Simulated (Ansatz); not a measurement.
Here is an unrelaxed guess for Ti₄W.

```
Ti W
1.0
     4.11037    0.00000    0.00000
     0.00000    4.11037    0.00000
     0.00000    0.00000    4.11037
Ti W
4 1
Direct
  0.50000 0.50000 0.50000
  0.00000 0.50000 0.50000
  0.50000 0.00000 0.50000
  0.50000 0.50000 0.00000
  0.00000 0.00000 0.00000
```

Theory: DFT PBE, scalar-relativistic, plane waves, PAW in Ansatz. Cutoff 420 eV; k points 4×4×4 on the computed 5-atom cell (Γ-centred); Gaussian smearing, width 0.10 eV; no spin polarisation.

The zero of energy is the elements' standard structures at the same level; no fitted shifts are applied.

**Question.** How far from equilibrium is it?

**Answer.** The pressure is 43.1 GPa (it wants to expand), the largest force is 0.00 eV/Å (symmetry fixes the atoms), and the energy is +1.62 eV/atom against the elements. The shortest distance is 2.06 Å.

**Question.** How much does it gain on relaxing, and where does it end?

**Answer.** Relaxing gains about 0.46 eV/atom (the start's value is from the coarse mesh, so the gain is rough) in 12 ionic steps and ends at +1.16 eV/atom on the finer mesh. The symmetry stays Pm-3m (No. 221). The volume per atom grows by 28.2 %, from 13.9 to 17.8 Å³. The shortest distance goes from 2.06 Å (Ti–Ti) to 2.23 Å (Ti–Ti). Conventional cell: a = 4.466 Å. Ti on a site of symmetry m-3m has 6 Ti at 2.23 Å; around Ti on a site of symmetry 4/mmm lie 2 Ti at 2.23 Å, 4 W at 3.16 Å and 8 Ti at 3.16 Å; W has 12 Ti at 3.16 Å.

The last run used an 8×8×8 mesh for its 5-atom cell and Gaussian smearing of 0.10 eV. These runs have no spin–orbit coupling, which can matter for W. The relaxation can't lower the symmetry of the start. Symmetry constrained the relaxation, so the result can be a saddle point. Another cell of Ti4W relaxed alike, in P-3m1, lies 1.02 eV/atom lower, so this cell isn't the stable form at this level.
